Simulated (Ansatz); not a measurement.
YN:
```
CELL_PARAMETERS angstrom
      4.01838     0.00000     0.00000
     -2.00919     3.48002     0.00000
      0.00000     0.00000     4.90464
ATOMIC_POSITIONS crystal
  Y  0.33333 0.66667 0.75000
  Y  0.66667 0.33333 0.25000
  N  0.33333 0.66667 0.25000
  N  0.66667 0.33333 0.75000
```

Relaxed with r²SCAN.

### Question
Give the Bader charges and basin volumes of the independent atoms, plane-wave PAW r²SCAN (Ansatz code).

### Answer


```csv
atom,Bader charge (e),Bader volume (Å³)
Y1,+1.97,14.4
N3,-1.97,19.9
```

Space group P6_3/mmc. The first step of the workflow began from a Materials Project structure, measured or hypothetical; the Crystallography Open Database copy checked does not list it. COD files the formula under space group No. 225. Whether it is the stable phase at ambient conditions was not checked. Symmetry was held in the r²SCAN relaxation; its stability against distortions is not shown here. No spin polarisation was allowed.

Potentials: the later of the program's two PAW sets.
